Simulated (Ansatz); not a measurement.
# Al5Si3, a known structure type with other elements, at an estimated volume

```xyz
16
Lattice="7.4154 0.0000 0.0000 -3.7077 6.4219 0.0000 0.0000 0.0000 5.1650" Properties=species:S:1:pos:R:3 pbc="T T T"
Al    1.8539    0.0000    1.2913
Al    0.9269    1.6055    3.8738
Al   -0.9269    1.6055    1.2913
Al    5.5616    0.0000    3.8738
Al    2.7808    4.8164    1.2913
Al   -2.7808    4.8164    3.8738
Si    4.5234    0.0000    1.2913
Si    2.2617    3.9174    3.8738
Si   -2.2617    3.9174    1.2913
Si    2.8920    0.0000    3.8738
Si    1.4460    2.5046    1.2913
Si   -1.4460    2.5046    3.8738
Al   -0.0004    4.2815    0.0000
Al    3.7073    2.1404    2.5825
Al    3.7081    2.1404    0.0000
Al    0.0004    4.2815    2.5825
```

Single point in Ansatz 0.2.0 with m-r2SCAN, no spin polarisation. Cutoff 500 eV, PAW datasets, 4×4×5 Γ-centred k mesh, methfessel-paxton filling (width 0.0117 eV).

Electronic structure: It is a metal, with about 3.8 states/eV a cell as the mean within 0.25 eV of the Fermi level, mostly Al p (33 %), Si p (27 %) and Al s (26 %).
Stress: The pressure is 2.5 GPa (compression positive), so with the atoms held at these fractions the cell would first expand. The principal stresses 0.9, 0.9, 5.5 GPa differ, so its shape would change too.
Formation energy: 0.27 eV an atom against the elements' usual phases (free molecules for gases, crystals otherwise, with no correction for O₂ or N₂), so at this geometry it isn't bound against them. Relaxing would lower it.
Charges: Bader charges in e: Al +1.34 to +1.53, Si -2.36. In the mean Al gives up most and Si takes most.

Origin: a known structure type with other elements, at an estimated volume, so it need not be a known compound. Caveats: m-r2SCAN is r2SCAN with a changed spin dependence that lowers moments.
